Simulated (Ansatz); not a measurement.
LiTaO3:
```
LiTaO3
1.0
    3.89424     0.00000     0.00000
    0.00000     3.89424     0.00000
    0.00000     0.00000     3.95837
Ta Li O
1 1 3
Cartesian
  1.94712   1.94712   1.60386
  0.00000   0.00000   0.62921
  1.94712   1.94712   3.43079
  1.94712   0.00000   1.33624
  0.00000   1.94712   1.33624
```

Relaxed with LDA. Special points in fractions of this cell's reciprocal vectors: Γ (0.000, 0.000, 0.000); X (0.000, 0.500, 0.000); M (0.500, 0.500, 0.000); Z (0.000, 0.000, 0.500); R (0.000, 0.500, 0.500); A (0.500, 0.500, 0.500).

Question: List the band energies nearest the valence-band maximum at these points for LDA (plane waves, PAW; program Ansatz).

Answer: In eV from the valence-band maximum; about four levels below and three above (degenerate sets whole), none deeper than 8.9 eV; points with the same levels are listed once.

```csv
k,below,above
Γ,-1.48 -1.28 -1.28 -0.85,2.13 3.55 3.55
X,-2.28 -1.63 -1.27 -0.94,3.64 4.93 5.21
M,-1.76 -1.76 -1.26 -0.59,5.25 5.25 6.30
Z,-2.22 -2.22 -1.77 -1.09 -1.09,2.21 5.81 5.81
R,-2.50 -2.15 -1.31 0.00,4.92 5.88 6.54
A,-4.59 -4.59 -0.58 0.00 0.00,5.61 6.58 6.58
```

Space group P4mm. The start of the workflow was typed in or built on a structure type; neither database checked (COD, Materials Project) lists it. It is not the phase usual at ambient conditions (space group No. 161). The cell was relaxed with LDA under the symmetry of its start. At this level the phase is dynamically unstable (imaginary phonons). No spin polarisation was allowed. Spin–orbit coupling is left out wherever it is not named.

Potentials: the earlier of the program's two PAW sets.
